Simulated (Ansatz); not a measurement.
Relaxed-ion elastic tensor of GeMo (CsCl type, Pm-3m) in GPa (Voigt order), plane-wave PAW PBEsol (Ansatz code); density 9.49 g/cm³, 14.75 Å³ per atom.

```
 279   173   173   0.0   0.0   0.0
 173   279   173   0.0   0.0   0.0
 173   173   279   0.0   0.0   0.0
 0.0   0.0   0.0  82.6   0.0   0.0
 0.0   0.0   0.0   0.0  82.6   0.0
 0.0   0.0   0.0   0.0   0.0  82.6
```

Problem. Is the crystal mechanically stable?

Solution. Yes: the smallest eigenvalue of C is 82.6 GPa.

Problem. Work out the Voigt, Reuss and Hill averages.

Solution. K_V = 208, K_R = 208, K_H = 208; G_V = 70.9, G_R = 67.7, G_H = 69.3 GPa.

Problem. Give Young's modulus, Poisson's ratio, Pugh's ratio and the universal anisotropy index.

Solution. E = 9KG/(3K + G) = 187 GPa; ν = 0.35; K/G = 3.00 (ductile by the Pugh limit of 1.75); A_U = 5G_V/G_R + K_V/K_R − 6 = 0.24.

Problem. Estimate the sound speeds and the Debye temperature.

Solution. v_l = √((K + 4G/3)/ρ) = 5630 m/s, v_t = √(G/ρ) = 2700 m/s, mean 3040 m/s; Θ = (h/k)(3n/4πV)^(1/3) v_m = 369 K.

Problem. Give the Zener ratio and Young's modulus along [100], [110] and [111].

Solution. A = 2C44/(C11 − C12) = 1.55; 1/E = S11 − 2(S11 − S12 − S44/2)Γ with Γ = 0, 1/4, 1/3 gives 147, 195, 219 GPa.

A made-up cell: these elements were put on the sites of a structure type; neither database checked (COD, Materials Project) lists it. Its standing as an ambient phase is unchecked. Symmetry was held in the PBEsol relaxation; whether a distortion lowers the energy is not shown. The run is not spin-polarised. As this level gives no gap, shear constants depend on the k-mesh and smearing (Fermi–Dirac, 0.1 eV here).

Potentials: the earlier of the program's two PAW sets. The files were generated under PBE; for other functionals the program regenerates the frozen cores, and for LDA and PBEsol the local potential too.
